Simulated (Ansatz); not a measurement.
Computed properties of CrCl3

CrCl3:
```
CrCl3
1.0
    2.98861     5.17335     0.00000
   -2.98861     5.17335     0.00000
   -1.93452     0.00000     5.82058
Cr Cl
2 6
Cartesian
  0.00000   8.62318   0.00000
  0.00000   1.72351   0.00000
 -2.99235   7.00550   4.49190
  1.05783   3.34119   1.32868
  1.05783   7.00550   1.32868
 -2.99235   3.34119   4.49190
  0.19136   5.17335   4.47970
 -2.12588   5.17335   1.34089
```
The run is spin-polarised; directions of the spins, atom by atom: ↑ ↑ 0 0 0 0 0 0.

Space group C2/m (No. 12); conventional cell a = 5.9772 Å, b = 10.3467 Å, c = 6.1336 Å, α = γ = 90.00°, β = 108.38°.

Method: the program Ansatz at the r²SCAN+D4 level (PAW). Structure relaxed to zero pressure with the same functional. Other levels are named where they apply.

### Cell and energy

- Volume per atom: 22.50 Å³
- Density: 2.92 g/cm³
- Formation energy from the elements (no fitted shifts): -1.46 eV/atom

### Electronic structure

* **Band gap**: 2.38 eV (indirect)
* **Valence-band maximum**: at Y (k = 0.500, 0.500, 0.000 in fractions of the reciprocal vectors)
* **Conduction-band minimum**: off the standard path, at k = (0.417, -0.427, -0.354) in fractions of the reciprocal vectors
* **Smallest direct gap on the standard path**: 2.47 eV
* **Electron effective mass**: 1.2, 3.0, 5.0 mₑ (principal values)
* **Hole effective mass**: 1.9, 2.6, 3.9 mₑ (principal values)

### Magnetism

- Magnetic order: ferromagnetic
- Net moment: 0.75 μB per atom

### Mechanics

- Bulk modulus (Birch–Murnaghan fit): 17.6 GPa
- Pressure derivative B′: 11.2

### Charges

* **Bader charges**: Cr +1.64, Cl -0.55 e

The first step of the workflow began from a Materials Project structure, measured or hypothetical; the Crystallography Open Database copy checked does not list it. COD files the formula under space group No. 153. Its standing as an ambient phase is unchecked. Symmetry was held in the r²SCAN+D4 relaxation; whether a distortion lowers the energy is not shown. Spin order of the final state: ferromagnetic, chosen from 2 collinear starts compared on coarse meshes (ties went to the first, and starts can fall back to one state), not a proven ground state. Other orbital occupations within this spin state were not tried. No Hubbard U is applied. The references are the lowest solids computed at this level, not always the standard phases (solids in place of the gases).

Potentials: the later of the program's two PAW sets.
